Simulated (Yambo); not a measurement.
PbTe (rock salt, space group Fm-3m, No. 225): the exchange self-energy on PBEsol orbitals (Yambo, 4×4×4 mesh) holds the Coulomb divergence, which is integrated with random points (RandQpts).

```csv
random points,exchange-only gap L → L (eV),shift of the valence edge (eV),gap against the reference (meV)
"1,000",4.76,-1.12,-152
"10,000",4.85,-1.35,-58
"100,000",4.91,-1.49,4
"1,000,000",4.91,-1.49,2
"5,000,000",4.91,-1.49,reference
```

From 100,000 points on, the gap stays within 20 meV of the run with most points. The error is statistical; each row is a single draw, so the rows fix no rate of convergence.

Spin-orbit coupling is not included.

Geometry of the Materials Project entry, not relaxed at this level; primitive cell a = 4.626 Å, b = 4.626 Å, c = 4.626 Å, α = 60.00°, β = 60.00°, γ = 60.00°.

A shift is the quasiparticle energy of the state minus its PBEsol energy.
